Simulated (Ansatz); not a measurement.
TePb:
```
CELL_PARAMETERS angstrom
      0.00000     3.28429     3.28429
      3.28429     0.00000     3.28429
      3.28429     3.28429     0.00000
ATOMIC_POSITIONS crystal
  Te 0.00000 0.00000 0.00000
  Pb 0.50000 0.50000 0.50000
```

Relaxed with PBE. Special points in fractions of this cell's reciprocal vectors: Γ (0.000, 0.000, 0.000); X (0.500, 0.000, 0.500); U (0.625, 0.250, 0.625); K (0.375, 0.375, 0.750); L (0.500, 0.500, 0.500); W (0.500, 0.250, 0.750).

Task: List the band energies nearest the valence-band maximum at these points for plane-wave PAW PBE with spin–orbit coupling (Ansatz code).

Result: In eV from the valence-band maximum; about four levels below and three above (degenerate sets whole), none deeper than 8.9 eV; points with the same levels are listed once.

```tsv
k	below	above
Γ	-0.95 -0.95 -0.95 -0.95	2.45 2.45 4.56 4.56 4.56 4.56
X	-3.03 -3.03 -2.33 -2.33	3.45 3.45 4.24 4.24
U	-2.45 -2.45 -1.78 -1.78	2.88 2.88 3.96 3.96
L	-0.62 -0.62 0.00 0.00	0.01 0.01 1.31 1.31
W	-3.59 -3.59 -0.40 -0.40	1.46 1.46 5.07 5.07
```

Space group Fm-3m (rock salt). Symmetry was held in the PBE relaxation; of distortions, only those at the zone centre were tested.

Potentials: the later of the program's two PAW sets.
